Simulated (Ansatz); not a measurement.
SnSe:
Space group F-43m (No. 216); a = 6.6646 Å, b = 6.6646 Å, c = 6.6646 Å, α = 90.00°, β = 90.00°, γ = 90.00°

```
atom  site  symmetry       x       y       z
----  ----  --------  ------  ------  ------
Se      4d      -43m  0.7500  0.7500  0.7500
Sn      4a      -43m  0.0000  0.0000  0.0000
```
(The calculation used a cell of 2 atoms; values per cell refer to that cell.)

Relaxed with PBEsol.

Task: Decompose the optical modes at the zone centre into irreducible representations, and say which are infrared and Raman allowed.

Result: Point group -43m: Γ_opt = T2. Infrared: T2. Raman: T2.

Task: Assign frequencies (DFPT, PBEsol in the plane-wave PAW code Ansatz).

Result: T2 118 cm⁻¹.

The start of the workflow was typed in or built on a structure type; neither database checked (COD, Materials Project) lists it. It is not the phase usual at ambient conditions (space group No. 62). The cell was relaxed with PBEsol under the symmetry of its start. At this level the phase is mechanically unstable. As this level gives no gap, phonon frequencies hold no LO–TO term and depend on the k-mesh and smearing (Fermi–Dirac, 0.1 eV here). Spin–orbit coupling is left out wherever it is not named.

Potentials: the earlier of the program's two PAW sets. The files were generated under PBE; for other functionals the program regenerates the frozen cores, and for LDA and PBEsol the local potential too.
